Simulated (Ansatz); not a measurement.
Relaxed-ion elastic tensor of C in space group Fmmm (No. 69; C on 8h) in GPa (Voigt order), r²SCAN (plane waves, PAW; program Ansatz); density 2.14 g/cm³, 9.34 Å³ per atom.

```
1030   176  -1.1   0.0   0.0   0.0
 176  1030  -4.0   0.0   0.0   0.0
-1.1  -4.0  19.4   0.0   0.0   0.0
 0.0   0.0   0.0  -1.7   0.0   0.0
 0.0   0.0   0.0   0.0   4.4   0.0
 0.0   0.0   0.0   0.0   0.0   428
```

**Question.** Is the crystal mechanically stable?

**Answer.** On the edge, within the error: the smallest eigenvalue of C is -1.7 GPa.

The workflow started from a Materials Project entry (that database holds measured and hypothetical structures alike); the Crystallography Open Database files this formula in space group No. 69, but the cells were not matched. It is not the phase usual at ambient conditions (space group No. 194, 227). Symmetry was held in the r²SCAN relaxation; whether a distortion lowers the energy is not shown. A crystal of weakly bound layers computed without a dispersion correction: the cell and the soft elastic constants depend strongly on that. As this level gives no gap, shear constants depend on the k-mesh and smearing (Fermi–Dirac, 0.1 eV here).

Potentials: the later of the program's two PAW sets.
